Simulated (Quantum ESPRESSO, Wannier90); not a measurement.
CsPbI3 (cubic perovskite): Wannier90 run

Cell from Materials Project (mp-1069538), symmetrised, no further relaxation. Not found in the COD (Crystallography Open Database) copy used, which has the formula in other groups; not checked further. Level: PBEsol, no spin polarisation, no spin-orbit coupling; pw.x of Quantum ESPRESSO at 56 Ry with PseudoDojo potentials, 6×6×6 k-points, Wannier90. Density: 6×6×6 mesh, cold smearing 0.01 Ry. Spin-orbit coupling is left out although heavy elements are present.

On the energy scale of pw.x, whose zero is arbitrary, the valence-band maximum lies at 3.32 eV.

Input w.win:

```
num_bands = 5
num_wann = 5
exclude_bands = 1,7-36
num_iter = 1000
conv_tol = 1.0e-6
conv_window = 4
write_hr = true
write_u_matrices = true
auto_projections = true
begin unit_cell_cart
ang
    6.2751400000    0.0000000000    0.0000000000
    0.0000000000    6.2751400000    0.0000000000
    0.0000000000    0.0000000000    6.2751400000
end unit_cell_cart
begin atoms_frac
Cs   0.5000000000  0.5000000000  0.5000000000
Pb   0.0000000000  0.0000000000  0.0000000000
I    0.0000000000  0.0000000000  0.5000000000
I    0.5000000000  0.0000000000  0.0000000000
I    0.0000000000  0.5000000000  0.0000000000
end atoms_frac
mp_grid = 6 6 6
begin kpoints
0.0000000000 0.0000000000 0.0000000000
0.0000000000 0.0000000000 0.1666666667
0.0000000000 0.0000000000 0.3333333333
... (213 more lines: the 6x6x6 mesh through Gamma)
end kpoints
```

Input of pw2wannier90.x that gives the overlap and projection files (equivalent; here they were cut from one run over all bands):

```
&inputpp
  outdir = './out'
  prefix = 'pwscf'
  seedname = 'w'
  write_amn = .true.
  write_mmn = .true.
  atom_proj = .true.
  atom_proj_exclude = 1 2 3 4 5 11 12 13 14 15 16 17 18 19 20 21 22 23 24 25 26
/
```

Output w.wout (banner and timings cut):

```
                                    ------
                                    SYSTEM
                                    ------

                              Lattice Vectors (Ang)
                    a_1     6.275140   0.000000   0.000000
                    a_2     0.000000   6.275140   0.000000
                    a_3     0.000000   0.000000   6.275140

                   Unit Cell Volume:     247.09859  (Ang^3)

                        Reciprocal-Space Vectors (Ang^-1)
                    b_1     1.001282   0.000000   0.000000
                    b_2     0.000000   1.001282   0.000000
                    b_3     0.000000   0.000000   1.001282

 *----------------------------------------------------------------------------*
 |   Site       Fractional Coordinate          Cartesian Coordinate (Ang)     |
 +----------------------------------------------------------------------------+
 | cs   1   0.50000   0.50000   0.50000   |    3.13757   3.13757   3.13757    |
 | pb   1   0.00000   0.00000   0.00000   |    0.00000   0.00000   0.00000    |
 | i    1   0.00000   0.00000   0.50000   |    0.00000   0.00000   3.13757    |
 | i    2   0.50000   0.00000   0.00000   |    3.13757   0.00000   0.00000    |
 | i    3   0.00000   0.50000   0.00000   |    0.00000   3.13757   0.00000    |
 *----------------------------------------------------------------------------*
                                ------------
                                K-POINT GRID
                                ------------

             Grid size =  6 x  6 x  6      Total points =  216

 *---------------------------------- MAIN ------------------------------------*
 |  Number of Wannier Functions               :                 5             |
 |  Number of Objective Wannier Functions     :                 5             |
 |  Number of input Bloch states              :                 5             |
 |  Output verbosity (1=low, 5=high)          :                 1             |
 |  Timing Level (1=low, 5=high)              :                 1             |
 |  Optimisation (0=memory, 3=speed)          :                 3             |
 |  Length Unit                               :               Ang             |
 |  Post-processing setup (write *.nnkp)      :                 F             |
 |  Using Gamma-only branch of algorithms     :                 F             |
 *----------------------------------------------------------------------------*
 *------------------------------- WANNIERISE ---------------------------------*
 |  Total number of iterations                :              1000             |
 |  Number of CG steps before reset           :                 5             |
 |  Trial step length for line search         :             2.000             |
 |  Convergence tolerence                     :         0.100E-05             |
 |  Convergence window                        :                 4             |
 |  Iterations between writing output         :                 1             |
 |  Iterations between backing up to disk     :               100             |
 |  Write r^2_nm to file                      :                 F             |
 |  Write xyz WF centres to file              :                 F             |
 |  Write on-site energies <0n|H|0n> to file  :                 F             |
 |  Use guiding centre to control phases      :                 F             |
 |  Use phases for initial projections        :                 F             |
 *----------------------------------------------------------------------------*
 *-------------------------------- PLOTTING ----------------------------------*
 |  Plotting Hamiltonian in WF basis          :                 T             |
 *----------------------------------------------------------------------------*

       ... (k-mesh section left out)

 Starting a new Wannier90 calculation ...

 Reading overlaps from w.mmn

 Reading projections from w.amn

 *------------------------------- WANNIERISE ---------------------------------*
 +--------------------------------------------------------------------+<-- CONV
 | Iter  Delta Spread     RMS Gradient      Spread (Ang^2)            |<-- CONV
 +--------------------------------------------------------------------+<-- CONV

 ------------------------------------------------------------------------------
 Initial State
  WF centre and spread    1  ( -0.000000,  0.000000,  0.000000 )     0.62878217
  WF centre and spread    2  ( -0.000000, -0.000000,  0.000000 )     0.57437323
  WF centre and spread    3  ( -0.000000,  0.000000,  0.000000 )     0.57437323
  WF centre and spread    4  ( -0.000000, -0.000000, -0.000000 )     0.62878216
  WF centre and spread    5  ( -0.000000,  0.000000,  0.000000 )     0.57437323
  Sum of centres and spreads ( -0.000000,  0.000000,  0.000000 )     2.98068402

      0     0.298E+01     0.0000000000        2.9806840221  <-- CONV
        O_D=      0.0000000 O_OD=      0.0003337 O_TOT=      2.9806840 <-- SPRD
 ------------------------------------------------------------------------------
      1    -0.994E-10     0.0000111300        2.9806840220  <-- CONV
        O_D=      0.0000000 O_OD=      0.0003337 O_TOT=      2.9806840 <-- SPRD
      2    -0.258E-13     0.0000024492        2.9806840220  <-- CONV
        O_D=      0.0000000 O_OD=      0.0003337 O_TOT=      2.9806840 <-- SPRD
      3    -0.533E-13     0.0000024424        2.9806840220  <-- CONV
        O_D=      0.0000000 O_OD=      0.0003337 O_TOT=      2.9806840 <-- SPRD
      4    -0.795E-13     0.0000024283        2.9806840220  <-- CONV
        O_D=      0.0000000 O_OD=      0.0003337 O_TOT=      2.9806840 <-- SPRD
             <<<     Delta < 1.000E-06  over  4 iterations     >>>
             <<< Wannierisation convergence criteria satisfied >>>
 Final State
  WF centre and spread    1  ( -0.000000,  0.000000,  0.000000 )     0.62878216
  WF centre and spread    2  ( -0.000000, -0.000000,  0.000000 )     0.57437323
  WF centre and spread    3  ( -0.000000,  0.000000,  0.000000 )     0.57437323
  WF centre and spread    4  ( -0.000000, -0.000000, -0.000000 )     0.62878217
  WF centre and spread    5  ( -0.000000,  0.000000,  0.000000 )     0.57437323
  Sum of centres and spreads ( -0.000000,  0.000000,  0.000000 )     2.98068402

         Spreads (Ang^2)       Omega I      =     2.980350361
        ================       Omega D      =     0.000000000
                               Omega OD     =     0.000333661
    Final Spread (Ang^2)       Omega Total  =     2.980684022
```
